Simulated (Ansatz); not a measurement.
The elements of this relaxed trial crystal are hidden behind letters.

```
lattice vectors (Å)
   1.8189   -8.4915    0.0000
   1.8189    8.4915    0.0000
   0.0000    0.0000    3.0468
fractional positions
X 0.6624 0.3376 0.5000
X 0.3376 0.6624 0.5000
Z 0.0000 0.0000 0.0000
Q 0.0773 0.9227 0.5000
Q 0.9227 0.0773 0.5000
Q 0.5000 0.5000 0.0000
```

Level of theory: Ansatz 0.2.0, DFT PBE, scalar-relativistic, plane waves, PAW. Plane waves to 420 eV, a 10×10×12 mesh through Γ for the 6-atom cell and 0.10 eV Gaussian smearing; no spin polarisation.

- Space group: Cmmm (No. 65)
- Conventional cell: a = 3.638 Å, b = 16.983 Å, c = 3.047 Å
- Volume per atom: 15.69 Å³
- Density: 6.32 g/cm³
- Formation energy: −0.99 eV/atom
- Gap on the 10×10×12 mesh of the 6-atom cell: 0 eV (a metal)

Energies are uncorrected and count from the elements' standard states at the same level.

Q: X is a p-block element of period 5, Z is a p-block element of period 4 and Q is a p-block element of period 2. Which elements are they?

A: X = Sn, Z = Ge, Q = O, so the formula is Sn2GeO3. Density times volume gives a mean mass of 6.32 × 15.69/1.6605 = 59.7 u per atom, and this set has 59.7 u. Sn is surrounded by 2 O at 2.32 Å; Ge has 2 O at 1.82 Å and 4 O at 2.01 Å; O on a site of symmetry m2m has 2 Ge at 2.01 Å and 2 Sn at 2.32 Å; 1 more site not described. Other sets within the hints have nearly the same mass, so mass alone doesn't settle it; this one was computed.

Symmetry constrained the relaxation, so the result can be a saddle point.
